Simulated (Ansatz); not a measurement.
YSi$_{2}$ (MoSi2 or CaC2 type, space group No. 139), PBEsol (plane waves, PAW; program Ansatz), all energies at zero smearing, with the estimated change up to a 700 eV cutoff added, with one set of potentials and settings (totals compare only within such a set). Cell of 3 atoms (1 Y, 2 Si): -5039.292 eV.

```
element                reference phase  E (eV/atom)
-------  -----------------------------  -----------
Y        P6_3/mmc, 2 atoms in the cell   -3795.0735
Si          Fd-3m, 2 atoms in the cell    -621.4920
```

Formation energy per atom, worked out: (-5039.292 − 1×(-3795.0735) − 2×(-621.4920))/3 = -0.411 eV/atom (-40 kJ per mol of atoms), at 0 K, without zero-point energy or fitted corrections.

Space group I4/mmm (MoSi2 or CaC2 type). The cell is a constructed one: a structure type filled with these elements; neither database checked (COD, Materials Project) lists it. COD files the formula under space group No. 191, so this cell is another polymorph or a model. Whether it is the stable phase at ambient conditions was not checked. Symmetry was held in the PBEsol relaxation; of distortions, only those at the zone centre were tested. The run is not spin-polarised. The references are the lowest solids computed at this level, not always the standard phases.

Potentials: the later of the program's two PAW sets.
